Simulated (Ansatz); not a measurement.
Here is the system:

PtS2:
```cif
data_PtS2
_chemical_formula_sum 'Pt1 S2'
_space_group_name_H-M_alt 'P 1'
_space_group_IT_number 1
_cell_length_a 5.60595
_cell_length_b 5.60595
_cell_length_c 5.60595
_cell_angle_alpha 36.662
_cell_angle_beta 36.662
_cell_angle_gamma 36.662
loop_
_space_group_symop_operation_xyz
  'x, y, z'
loop_
_atom_site_label
_atom_site_type_symbol
_atom_site_fract_x
_atom_site_fract_y
_atom_site_fract_z
_atom_site_occupancy
Pt1 Pt 0.00172 0.00172 0.00172 1
S1 S 0.75362 0.75362 0.75362 1
S2 S 0.57797 0.57797 0.57797 1
```

This is the PBE-relaxed structure.

Q: All from plane-wave PAW PBE (Ansatz code), unless another level is named. Estimate the electronic character.

A: metallic (no gap).

Q: Predict the formation energy from the elements (no fitted shifts).

A: 0.18 eV/atom.

Q: And the density of states at the Fermi level?

A: 0.61 states/eV per atom (mean over ±0.08 eV).

Space group R3m. The cell is a constructed one: a structure type filled with these elements; neither database checked (COD, Materials Project) lists it. COD files the formula under space group No. 164, so this cell is another polymorph or a model. Its standing as an ambient phase is unchecked. The cell was relaxed with PBE under the symmetry of its start; its stability against distortions is not shown here. No spin polarisation was allowed. A crystal of weakly bound layers computed without a dispersion correction: the cell and the soft elastic constants depend strongly on that. The references are the lowest solids computed at this level, not always the standard phases. Scalar-relativistic: spin–orbit coupling is off unless named, which matters more the heavier the elements.

Potentials: the later of the program's two PAW sets.
